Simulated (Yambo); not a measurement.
Yambo run on Sr$_{2}$NH (space group R-3m, No. 166). The wavefunctions are PBEsol (pw.x of Quantum ESPRESSO, ONCV potentials, scalar-relativistic) ones on a 4×4×4 mesh (13 occupied bands); a = b = c = 6.676 Å, α = β = γ = 33.19°.

Yambo input:

```
rim_cut
gw0
dyson
el_el_corr
HF_and_locXC
ppa
em1d
RandQpts= 1000000
RandGvec= 1 Ry
EXXRLvcs= 84 Ry
VXCRLvcs= 336 Ry
Chimod= "HARTREE"
% BndsRnXp
 1 | 52 |
%
NGsBlkXp= 8 Ry
% LongDrXp
 1.0 | 1.0 | 1.0 |
%
PPAPntXp= 27.2114 eV
% GbndRnge
 1 | 52 |
%
GTermKind= "BG"
DysSolver= "n"
ExtendOut
% QPkrange
 3 | 3 | 13 | 14 |
%
```

k points by index: 3 = L.

The o-*.qp file then holds:

```
#    K-point    Band    Eo [eV]    E [eV]    E-Eo [eV]    Vxc [eV]    Vnlxc [eV]    Sc|Eo [eV]    Sc|E [eV]    dSc/dw|Eo [eV]    Re(Z)    Im(Z)
#
    3    13    0.000000    -0.263659    -0.263659    -15.05340    -18.48325    3.086001    3.166196    -8.272093    0.766871    -0.001701
    3    14    1.750865    2.283218    0.532353    -8.165577    -4.056946    -3.463912    -3.576279    -5.742224    0.825746    -0.001364
```
(The two width columns are left out.) Convergence of these settings isn't established.

Geometry of the Materials Project entry, not relaxed at this level.

The structure is a Materials Project entry; no match was found in the copy of COD used, and its stability was not checked.
